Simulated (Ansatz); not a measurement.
**Wurtzite alloy of GaN and ZnO (6 of 48 Ga sites, 6 of 48 N sites exchanged), 96 atoms**

Ansatz, PAW, plane waves. PBEsol relaxation of cell lengths and atoms (angles held) at the single k point (¼, ¼, ¼) without its symmetry partners; single points on the relaxed atoms at the single k point (¼, ¼, ¼) without its symmetry partners, onto which points of the small cell's zone fold. Arrangement: unlike neighbours preferred. No spin–orbit coupling unless named.

Relaxed structure:

```cif
data_structure
_symmetry_space_group_name_H-M 'P 1'
_symmetry_Int_Tables_number 1
_cell_length_a 9.5708
_cell_length_b 11.0663
_cell_length_c 10.3932
_cell_angle_alpha 90.000
_cell_angle_beta 90.000
_cell_angle_gamma 90.000
_cell_volume 1100.78
loop_
_atom_site_label
_atom_site_type_symbol
_atom_site_fract_x
_atom_site_fract_y
_atom_site_fract_z
_atom_site_occupancy
Ga1 Ga 0.17065 0.07985 0.25274 1
Ga2 Ga 0.16843 0.08309 0.74903 1
Ga3 Ga 0.00136 0.33442 0.75020 1
Ga4 Ga 0.49947 0.08962 0.25363 1
Ga5 Ga 0.49070 0.07919 0.75015 1
Ga6 Ga 0.32678 0.33269 0.25379 1
Ga7 Ga 0.33290 0.33264 0.75118 1
Ga8 Ga 0.16564 0.58261 0.25177 1
Ga9 Ga 0.16878 0.58446 0.74331 1
Ga10 Ga 0.00065 0.83211 0.25094 1
Ga11 Ga 0.99930 0.83489 0.74924 1
Ga12 Ga 0.83004 0.08127 0.25198 1
Ga13 Ga 0.84070 0.07870 0.75118 1
Ga14 Ga 0.67139 0.33278 0.25228 1
Ga15 Ga 0.66611 0.34051 0.75260 1
Ga16 Ga 0.49973 0.58676 0.25262 1
Ga17 Ga 0.50062 0.58467 0.75062 1
Ga18 Ga 0.32606 0.82962 0.25322 1
Ga19 Ga 0.33395 0.83330 0.74738 1
Ga20 Ga 0.83441 0.58330 0.24208 1
Ga21 Ga 0.83177 0.58418 0.75041 1
Ga22 Ga 0.67329 0.83034 0.25076 1
Ga23 Ga 0.00212 0.16781 0.50015 1
Ga24 Ga 0.00036 0.16739 0.99235 1
Ga25 Ga 0.33305 0.16811 0.99727 1
Ga26 Ga 0.16750 0.41681 0.50009 1
Ga27 Ga 0.16937 0.41243 0.00040 1
Ga28 Ga 0.00808 0.66922 0.50114 1
Ga29 Ga 0.66623 0.16567 0.49278 1
Ga30 Ga 0.66692 0.16692 0.99763 1
Ga31 Ga 0.49721 0.41768 0.49994 1
Ga32 Ga 0.33936 0.66871 0.99800 1
Ga33 Ga 0.16787 0.91829 0.49935 1
Ga34 Ga 0.16439 0.91665 0.99782 1
Ga35 Ga 0.83545 0.41029 0.50212 1
Ga36 Ga 0.83092 0.41726 0.99875 1
Ga37 Ga 0.65864 0.66893 0.50321 1
Ga38 Ga 0.66746 0.66600 0.99686 1
Ga39 Ga 0.49866 0.91712 0.50030 1
Ga40 Ga 0.50184 0.91510 0.99026 1
Ga41 Ga 0.83388 0.91680 0.50118 1
Ga42 Ga 0.83494 0.91524 0.99806 1
Zn1 Zn 0.00133 0.34407 0.25309 1
Zn2 Zn 0.66705 0.83211 0.75103 1
Zn3 Zn 0.33198 0.16711 0.50059 1
Zn4 Zn 0.99109 0.67087 0.00203 1
Zn5 Zn 0.50077 0.41666 0.99044 1
Zn6 Zn 0.33364 0.66657 0.50095 1
O1 O 0.99921 0.15840 0.18315 1
O2 O 0.66712 0.16620 0.68692 1
O3 O 0.50088 0.41538 0.19678 1
O4 O 0.50022 0.91786 0.18800 1
O5 O 0.17418 0.57990 0.93530 1
O6 O 0.83332 0.58172 0.43815 1
N1 N 0.99999 0.16808 0.68956 1
N2 N 0.33322 0.16665 0.18683 1
N3 N 0.33324 0.16803 0.69343 1
N4 N 0.17338 0.42029 0.18338 1
N5 N 0.16698 0.41773 0.69015 1
N6 N 0.00020 0.66679 0.19424 1
N7 N 0.99948 0.66643 0.68820 1
N8 N 0.66705 0.16736 0.18687 1
N9 N 0.49951 0.41519 0.68792 1
N10 N 0.33412 0.66666 0.18569 1
N11 N 0.33406 0.66720 0.69520 1
N12 N 0.16670 0.91658 0.18609 1
N13 N 0.16698 0.91706 0.68730 1
N14 N 0.82636 0.41902 0.18646 1
N15 N 0.83388 0.41550 0.68736 1
N16 N 0.66588 0.66661 0.18851 1
N17 N 0.66759 0.66103 0.68483 1
N18 N 0.49680 0.91928 0.68606 1
N19 N 0.83416 0.91814 0.18838 1
N20 N 0.83668 0.91985 0.68529 1
N21 N 0.15932 0.08172 0.43469 1
N22 N 0.16625 0.08352 0.93955 1
N23 N 0.00016 0.33295 0.44276 1
N24 N 0.00003 0.33483 0.93972 1
N25 N 0.50602 0.08085 0.43599 1
N26 N 0.50066 0.08256 0.93899 1
N27 N 0.33332 0.33831 0.43637 1
N28 N 0.32977 0.33116 0.93748 1
N29 N 0.16101 0.58022 0.43695 1
N30 N 0.99874 0.83256 0.43844 1
N31 N 0.00076 0.83768 0.93497 1
N32 N 0.83420 0.08446 0.43814 1
N33 N 0.83319 0.08345 0.93815 1
N34 N 0.66691 0.33319 0.43967 1
N35 N 0.67147 0.32815 0.93538 1
N36 N 0.50663 0.57998 0.43477 1
N37 N 0.50051 0.58750 0.93805 1
N38 N 0.33387 0.83887 0.43464 1
N39 N 0.33204 0.83486 0.93936 1
N40 N 0.82908 0.57970 0.93533 1
N41 N 0.66769 0.83248 0.43614 1
N42 N 0.66797 0.83363 0.94721 1
```

Task: What are the mean bond lengths by pair (pairs within 1.2 times the sum of covalent radii, less contacts 15 % beyond the pair's median; cation–cation pairs of compounds aside; long ionic contacts are cut short by that bound)?

Result: Ga–N 1.935 ± 0.025 Å (standard deviation, 147 bonds); Ga–O 2.012 ± 0.031 Å (standard deviation, 21 bonds); N–Zn 2.004 ± 0.022 Å (standard deviation, 21 bonds); O–Zn 2.154 ± 0.019 Å (standard deviation, 3 bonds).

Task: What gap lies between the top filled and the lowest empty level in the single points?

Result: r²SCAN 2.86 eV (8.8 s on NVIDIA H100). Away from Γ this isn't the crystal's band gap.
